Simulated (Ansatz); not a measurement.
Generalised stacking fault of CaF2 (fluorite) on the {100} plane. The cell below holds the perfect crystal with the plane normal along z; tilting its third vector by the shift puts one fault into each cell, between planes 1.36 Å apart, at fixed cell height.

```
CELL_PARAMETERS angstrom
      3.83293     0.00000     0.00000
      0.00000     3.83293     0.00000
      1.91646     1.91646     8.13087
ATOMIC_POSITIONS crystal
  Ca 0.00000 0.00000 0.91667
  Ca 0.33333 0.33333 0.25000
  Ca 0.66667 0.66667 0.58333
  F  0.91667 0.41667 0.08333
  F  0.25000 0.75000 0.41667
  F  0.58333 0.08333 0.75000
  F  0.41667 0.91667 0.08333
  F  0.75000 0.25000 0.41667
  F  0.08333 0.58333 0.75000
```

In-plane vectors a = (3.833, 0.000) Å, b = (0.000, 3.833) Å, area 14.69 Å². The shift is s times the vector a + b (length 5.421 Å), so s = 1 restores the start. Atoms relax along the normal only. γ = [E(shift) − E(0)] / area.

These are PBEsol (plane waves to 420 eV, PAW, scalar-relativistic; Ansatz, a first-principles code) values and carry that method's errors. k mesh 8×8×8 (Γ-centred), Fermi-Dirac smearing 0.05 eV. Energies are extrapolated to zero smearing. Compression counts positive. Faults lie only 8.1 Å apart, and holding the cell height raises γ above its relaxed value. CaF2 was relaxed with its symmetry unable to fall. γ is measured from zero shift.

```
s      γ (meV/Å²)  σ normal to the fault (GPa)
-----  ----------  ---------------------------
0.000         0.0                          0.0
0.083        13.4                          [?]
0.167        34.1                          [?]
0.250        49.1                          5.1
0.333         [?]                          5.4
0.417         [?]                          5.0
0.500         [?]                          4.6
0.583         [?]                          5.0
0.667         [?]                          5.4
0.750        49.1                          5.1
0.833        34.1                          [?]
0.917        13.4                          [?]
```

Task: Complete the blanks.

Result: 
- 0.083, σ normal to the fault (GPa): 1.4
- 0.167, σ normal to the fault (GPa): 3.7
- 0.333, γ (meV/Å²): 56.8
- 0.417, γ (meV/Å²): 57.2
- 0.500, γ (meV/Å²): 54.9
- 0.583, γ (meV/Å²): 57.2
- 0.667, γ (meV/Å²): 56.8
- 0.833, σ normal to the fault (GPa): 3.7
- 0.917, σ normal to the fault (GPa): 1.4

(The slope of γ gives the shear force per area between the displaced halves; near zero shift its curvature is an elastic stiffness.)
